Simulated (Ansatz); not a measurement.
SiTe2 (CdI2 type, P-3m1), plane-wave PAW LDA (Ansatz code), all energies at zero smearing, with the estimated change up to a 700 eV cutoff added, with one set of potentials and settings (totals compare only within such a set). Cell of 3 atoms (1 Si, 2 Te): -14262.977 eV.

```json
[
 {"element": "Si", "reference phase": "Fd-3m, 2 atoms in the cell", "E (eV/atom)": "-608.6481"},
 {"element": "Te", "reference phase": "P3_121, 3 atoms in the cell", "E (eV/atom)": "-6827.2001"}
]
```

Formation energy per atom, worked out: (-14262.977 − 1×(-608.6481) − 2×(-6827.2001))/3 = 0.024 eV/atom (2 kJ per mol of atoms), at 0 K, without zero-point energy or fitted corrections.

The workflow started from a Materials Project entry (that database holds measured and hypothetical structures alike); the Crystallography Open Database files this formula in space group No. 164, but the cells were not matched. Whether it is the stable phase at ambient conditions was not checked. The LDA relaxation kept the symmetry of its start; whether a distortion lowers the energy is not shown. A crystal of weakly bound layers computed without a dispersion correction: the cell and the soft elastic constants depend strongly on that. The references are the lowest solids computed at this level, not always the standard phases. Scalar-relativistic: spin–orbit coupling is off unless named, which matters more the heavier the elements.

Potentials: the later of the program's two PAW sets.
